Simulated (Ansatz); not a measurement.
TaAg:
```
CELL_PARAMETERS angstrom
      2.82837     0.00000     0.00000
      0.00000     2.82837     0.00000
      0.00000     0.00000     4.40462
ATOMIC_POSITIONS crystal
  Ag 0.00000 0.00000 0.00000
  Ta 0.50000 0.50000 0.50000
```

Relaxed with PBE. Special points in fractions of this cell's reciprocal vectors: Γ (0.000, 0.000, 0.000); X (0.000, 0.500, 0.000); M (0.500, 0.500, 0.000); Z (0.000, 0.000, 0.500); R (0.000, 0.500, 0.500); A (0.500, 0.500, 0.500).

Q: List the band energies nearest the Fermi level at these points for the program Ansatz at the PBE level (PAW).

A: In eV from the Fermi level; about four levels below and three above (degenerate sets whole), none deeper than 8.9 eV; points with the same levels are listed once.

```csv
k,below,above
Γ,-4.56 -4.56 -3.82 -2.03 -1.53,0.80 3.63 3.63
X,-3.94 -2.35 -1.35 -0.28,1.97 3.60 7.50
M,-6.14 -6.14 -5.85 -3.09 -1.71,1.18 1.18 2.40 2.40
Z,-4.41 -4.41 -3.81 -2.32 -0.32,2.71 2.71 5.24
R,-4.41 -1.70 -1.68 -0.56,0.25 2.41 2.52
A,-3.64 -3.09 -1.82 -1.82,1.92 6.15 7.48
```

Space group P4/mmm (L1₀ or tetragonal B2). The start of the workflow was typed in or built on a structure type; neither database checked (COD, Materials Project) lists it. Its standing as an ambient phase is unchecked. Symmetry was held in the PBE relaxation; whether a distortion lowers the energy is not shown. No spin polarisation was allowed. Its formation energy is positive at this level, so the cell may be metastable or incomplete. Spin–orbit coupling is left out wherever it is not named.

Potentials: the later of the program's two PAW sets.
